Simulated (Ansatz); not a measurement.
An Ansatz (a first-principles code) input:

Ansatz 0.2 input:
```yaml
crystal:
  lattice:
    - [4.2062852138, 0.0, 0.0]
    - [0.0, 4.2062852138, 0.0]
    - [0.0, 0.0, 4.2062852138]
  atoms:
    - { symbol: Ba, position: [0.0, 0.0, 0.0] }
    - { symbol: Hf, position: [0.5, 0.5, 0.5] }
    - { symbol: O, position: [0.0, 0.5, 0.5] }
    - { symbol: O, position: [0.5, 0.5, 0.0] }
    - { symbol: O, position: [0.5, 0.0, 0.5] }
kpoints:
  mp_grid: { grid: [5, 5, 5] }
  band_path:
    path:
      - [[0.0, 0.0, 0.0], [0.0, 0.5, 0.0], [0.5, 0.5, 0.0], [0.0, 0.0, 0.0], [0.5, 0.5, 0.5], [0.0, 0.5, 0.0]]  # Γ-X-M-Γ-R-X
      - [[0.5, 0.5, 0.5], [0.5, 0.5, 0.0]]  # R-M
      - [VBM, CBM]
    npoints: 12
basis: { xc_grid: 2 }
hamiltonian:
  xc: pbe
  pseudopotentials: { kind: paw }
magnetization: { noncollinear: true, spin_orbit: true }
scf:
  n_extra_bands: 12
  convergence: { dr2_threshold: 0.0000000001 }
  occupations: { method: gaussian, width: 0.01 }
checkpoint: { write: soc.run }
output: { eigenvalues: true }
```

Q: How many symmetry operations and irreducible k-points will the run report?

A: 48 operations, 10 of 125 k-points.

Q: With a cutoff of 420 eV, how many plane waves at Γ?

A: 1419.

It took about 100 core-seconds (a rough figure) on shared server cores.

Space group Pm-3m (cubic perovskite). Symmetry was held in the PBE relaxation; phonons on a q-mesh show no instability. The run is not spin-polarised.

Potentials: the later of the program's two PAW sets.

Ansatz is a plane-wave DFT program.
